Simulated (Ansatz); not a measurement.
# Phonons of GdRu3B2

Computed with Ansatz (plane waves, PAW, 420 eV cutoff): PBEsol, scalar-relativistic, collinear spin, Gaussian smearing of 0.15 eV; PAW files: Ansatz's generated set soft_2.

```
Gd B Ru
1.0
     5.46577    0.00000    0.00000
    -2.73289    4.73350    0.00000
     0.00000    0.00000    2.99314
Gd B Ru
1 2 3
Direct
  0.00000 0.00000 0.00000
  0.33333 0.66667 0.00000
  0.66667 0.33333 0.00000
  0.50000 0.00000 0.50000
  0.50000 0.50000 0.50000
  0.00000 0.50000 0.50000
```

The chain of runs began from a cell as deposited in COD, expanded in volume.

Moments typed, the run going on from the state of an earlier one (μB, in the order of the atoms): 7.65, 0.0, 0.0, 0.0, 0.0, 0.0.

The spin moment ends at 6.75 μB for each cell as shown.

Force constants come from finite displacements in a 2×2×2 supercell (the unit cell's 8×8×12 k-mesh, folded to it); the long-range dipole term is not included. Points in reciprocal vectors of this cell: Γ = (0.000, 0.000, 0.000), M = (0.500, 0.000, 0.000), K = (0.333, 0.333, 0.000), A = (0.000, 0.000, 0.500), L = (0.500, 0.000, 0.500), H = (0.333, 0.333, 0.500).

Question: Is the structure dynamically stable along this path, and where does the spectrum end?

Answer: Yes: no branch is imaginary beyond numerical noise. The highest frequency is 717 cm⁻¹, at A. Points that don't fit the supercell are interpolated. The lowest branch at L is only 23 cm⁻¹, so the structure is close to an instability there.

Frequencies at the named points (cm⁻¹, imaginary ones negative):
```tsv
point	ω (cm⁻¹)
Γ	0 0 0 51 51 91 102 153 153 161 161 323 402 402 529 529 549 629
M	65 74 74 95 116 132 151 152 153 155 230 265 388 453 494 529 578 603
K	75 78 78 131 131 135 135 139 158 159 244 244 393 470 470 530 591 591
A	57 57 108 110 110 128 128 167 178 178 228 237 416 416 474 474 584 717
L	23 38 125 126 139 145 161 183 201 207 255 257 431 436 455 458 608 659
H	35 35 116 124 148 148 184 185 185 217 258 258 444 446 446 446 632 632
```

Question: What does the harmonic approximation give for the vibrational free energy, entropy and heat capacity?

Answer: Zero-point energy 49.5 meV/atom.
```
T (K)  F_vib (meV/atom)  S (J/K per mole of atoms)  C_V (J/K per mole of atoms)
  100              45.8                        9.3                         12.0
  200              30.5                       19.7                         18.1
  300               5.7                       27.7                         21.1
  400             -26.4                       34.0                         22.5
  500             -64.3                       39.1                         23.3
  600            -107.1                       43.4                         23.8
  700            -154.1                       47.1                         24.1
  800            -204.6                       50.3                         24.3
  900            -258.2                       53.2                         24.4
 1000            -314.7                       55.8                         24.5
```

The highest mode, 717 cm⁻¹, is worth 1030 K. At 300 K the heat capacity has reached 84 % of the classical limit 3R = 24.9 J/K per mole of atoms, since the stiffer modes are still partly frozen out.

The crystal is a metal or nearly so; low and unstable modes depend on mesh and smearing.

It ran for 31 min on 4 threads of AMD EPYC 9R45 96-Core Processor (Zen 5), on a shared host, peak memory 7 GiB.

Without a U the 4f levels of Gd lie too near the Fermi level, so their share of the states there, and what hangs on it, is overstated. No spin–orbit coupling, a notable omission for heavy elements. Site moments are of spin, integrated over atomic spheres. Only parallel moments were tried, so the real magnetic order may be another.
